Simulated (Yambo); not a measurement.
Yambo run on SiC (zinc blende, space group F-43m, No. 216). The wavefunctions are norm-conserving PBE (Quantum ESPRESSO, 82 Ry, scalar-relativistic) ones on a 6×6×6 mesh (4 occupied bands); a = b = c = 3.0787 Å, α = β = γ = 60.00°.

Yambo input:

```
rim_cut
gw0
dyson
el_el_corr
HF_and_locXC
ppa
em1d
RandQpts= 1000000
RandGvec= 1 Ry
EXXRLvcs= 82 Ry
VXCRLvcs= 328 Ry
Chimod= "HARTREE"
% BndsRnXp
 1 | 76 |
%
NGsBlkXp= 1 Ry
% LongDrXp
 1.0 | 1.0 | 1.0 |
%
PPAPntXp= 27.2114 eV
% GbndRnge
 1 | 76 |
%
GTermKind= "BG"
DysSolver= "n"
ExtendOut
% QPkrange
 1 | 1 | 4 | 4 |
 13 | 13 | 4 | 5 |
%
```

k points by index: 1 = Γ, 13 = X.

The o-*.qp file then holds:

```
#    K-point    Band    Eo [eV]    E [eV]    E-Eo [eV]    Vxc [eV]    Vnlxc [eV]    Sc|Eo [eV]    Sc|E [eV]    dSc/dw|Eo [eV]    Re(Z)    Im(Z)
#
    1    4    0.000000    0.005758    0.005758    -14.93885    -17.55511    2.623223    2.622019    -5.768488    0.825089    -0.001068
    13    4    -3.196175    -3.613830    -0.417655    -13.57686    -17.43488    3.342954    3.440364    -6.344929    0.810915    -0.001208
    13    5    1.360271    1.853438    0.493167    -10.51519    -6.462074    -3.463349    -3.559947    -5.329091    0.836231    -0.990951E-3
```
(The two width columns are left out.) Convergence of these settings isn't established.

Geometry of the Materials Project entry, not relaxed at this level.
